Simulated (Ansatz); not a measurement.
**Fields on a plane of PdSb2 (space group Pa-3)**

```
CELL_PARAMETERS angstrom
      6.41610     0.00000     0.00000
      0.00000     6.41610     0.00000
      0.00000     0.00000     6.41610
ATOMIC_POSITIONS crystal
  Sb 0.37287 0.37287 0.37287
  Sb 0.62713 0.62713 0.62713
  Sb 0.12713 0.62713 0.87287
  Sb 0.87287 0.37287 0.12713
  Sb 0.87287 0.12713 0.62713
  Sb 0.12713 0.87287 0.37287
  Sb 0.62713 0.87287 0.12713
  Sb 0.37287 0.12713 0.87287
  Pd 0.00000 0.00000 0.00000
  Pd 0.50000 0.00000 0.50000
  Pd 0.50000 0.50000 0.00000
  Pd 0.00000 0.50000 0.50000
```

The slice is a {110} plane (indices of the conventional cell) through the point (0.373, 0.127, 0.873) (fractional), spanned by u = [100] and v = [011] in vectors of this cell: u (6.42 Å) and v (9.07 Å, at 90° to u). It covers one period; positions are fractions (u, v).

Atoms on it: Sb at (0.50, 0.25); Sb at (0.00, 0.00).

Method: LDA (plane waves to 420 eV, PAW, scalar-relativistic; Ansatz, a program for electronic structure). k mesh 6×6×6. Inside the PAW spheres the values are not all-electron values, and peaks at nuclei hang on which shells count as valence. PdSb2 is run without spin polarisation. PdSb2 was relaxed with its symmetry unable to fall. Spin-orbit coupling is left out, though Sb is heavy.

```
|7766331100112222332222223366|
|4433221100112233332211112233|
|2222221111112222221100000011|
|1122222211111111111100000000|
|1122332222110000000000000000|
|1122333322110000001111111111|
|1111223322110000112222221111|
|0011222222111111112233332211|
|0000111111110011223333221100|
|0000000000000011223322221100|
|1111110000000011222222111111|
|2222110000001122222211001122|
|3333221111223344332211001122|
|2233332222336677663311000022|
|2233332222447799774411000011|
|1122222222336677663311000011|
|2222221111223344332211000011|
|4433221100001122222211112233|
|7766331100001111222222223366|
|9977441100001122223322224477|
```
Scale: ten equal steps from -1.19 (start of '0') to 1.36 (end of '9'), in the order '0123456789'. Values: log₁₀ of the valence density in e/Å³. The map has 14 points along u (two characters each, u = 0 at the left) and 20 along v (v = 0 in the bottom row). The scale is logarithmic, as a density can span decades between atoms and voids.

```
v \ u  0.00  0.14  0.29  0.43  0.57  0.71  0.86
-----  ----  ----  ----  ----  ----  ----  ----
0.90   0.36  0.44  0.16  0.45  0.48  0.25  0.43
0.75   0.24  0.24  0.34  0.16  0.21  0.19  0.16
0.60   0.15  0.42  0.40  0.28  0.32  0.46  0.43
0.45   0.36  0.24  0.07  0.20  0.25  0.23  0.26
0.30   0.48  0.26  0.42  0.19  0.18  0.30  0.23
0.15   0.44  0.30  0.29  0.38  0.38  0.25  0.21
0.00      x  0.35  0.09  0.31  0.26  0.24  0.37
```

Values: electron localisation function (ELF). Points within 0.5 Å of a nucleus are blanked (x), as the pseudised field means little there.
